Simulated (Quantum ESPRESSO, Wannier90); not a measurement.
## SnO₂ (rutile), plane waves to Wannier functions

```
begin unit_cell_cart
ang
    4.7648200000    0.0000000000    0.0000000000
    0.0000000000    4.7648200000    0.0000000000
    0.0000000000    0.0000000000    3.2075000000
end unit_cell_cart
begin atoms_frac
Sn   0.5000000000  0.5000000000  0.5000000000
Sn   0.0000000000  0.0000000000  0.0000000000
O    0.1940300000 -0.1940300000  0.5000000000
O   -0.1940300000  0.1940300000  0.5000000000
O   -0.3059700000 -0.3059700000  0.0000000000
O    0.3059700000  0.3059700000  0.0000000000
end atoms_frac
```

Materials Project entry mp-856; symmetrised, unrelaxed at this level. COD (Crystallography Open Database) has an entry of this formula and space group (matched by these alone). Method: PBEsol plane waves in Quantum ESPRESSO 7.5 (PseudoDojo norm-conserving files, 68 Ry, spinors with spin-orbit coupling), Bloch states on a 4×4×6 mesh through Γ, Wannier90 4.0.1. Density: 6×6×10 mesh, cold smearing 0.01 Ry.

A tight-binding model is made by disentanglement and projection with no localisation steps (num_iter = 0), so the 48 orbitals stay atom-like: hydrogen-like Sn: s;p; O: s;p, axes along x, y, z; frozen window up to 2.45 eV relative to the valence-band maximum. It follows pw.x to 0.7 meV rms for states up to 2.0 eV relative to the valence-band maximum. Matrix elements depend on this choice of orbitals and windows.

### Question
What are the on-site energies relative to the valence-band maximum, and how fast do the hoppings decay?

### Answer
```csv
atom,orbitals,energy (eV)
Sn1,s↑ s↓,2.23
Sn1,pz↑ pz↓,9.53
Sn1,px↑ px↓ py↑ py↓,8.41
Sn2,s↑ s↓,2.23
Sn2,pz↑ pz↓,9.53
Sn2,px↑ px↓ py↑ py↓,8.41
O3,s↑ s↓,-15.73
O3,pz↑ pz↓,-2.13
O3,px↑ px↓ py↑ py↓,-1.90
O4,s↑ s↓,-15.73
O4,pz↑ pz↓,-2.13
O4,px↑ px↓ py↑ py↓,-1.90
O5,s↑ s↓,-15.73
O5,pz↑ pz↓,-2.13
O5,px↑ px↓ py↑ py↓,-1.90
O6,s↑ s↓,-15.73
O6,pz↑ pz↓,-2.13
O6,px↑ px↓ py↑ py↓,-1.90
```

| distance of the centres (Å) | largest modulus (eV) |
|---|---|
| 2–3 | 1.9 |
| 3–4 | 0.72 |
| 4–5 | 0.082 |
| 5–6 | 0.037 |
| 6–7 | 0.028 |
| 7–8 | 0.0070 |
| 8–9 | 0.0094 |
